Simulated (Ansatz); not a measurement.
## Cd3TeSe2 (P3m1) at 2 levels of theory

One geometry, relaxed with PBE; plane waves with PAW potentials in Ansatz, scalar-relativistic. No spin polarisation. Gaps are the least over mesh and band path; pressure is positive in compression.

```xyz
6
Lattice="4.4816 0.0000 0.0000 -2.2408 3.8811 0.0000 0.0000 0.0000 10.9801" Properties=species:S:1:pos:R:3 pbc="T T T"
Cd    0.0000    0.0000    0.0038
Cd    0.0000    2.5874    7.4634
Cd    2.2408    1.2937    3.5060
Te    0.0000    2.5874    4.6044
Se    0.0000    0.0000    8.2965
Se    2.2408    1.2937    0.8310
```

| level | cutoff (eV) | k mesh | gap (eV) | pressure (GPa) |
| --- | --- | --- | --- | --- |
| PBE | 420 | 12×12×4 | 0.09 | 0.0 |

Question: What comes out on the same cell with r2SCAN?

Answer:
```tsv
level	cutoff (eV)	k mesh	gap (eV)	pressure (GPa)
r2SCAN	500	12×12×4	0.52	-1.3
```

Spin-orbit coupling matters for the bands of heavy elements and is left out.

The cell was found from a structure generator's guess, not taken from experiment.
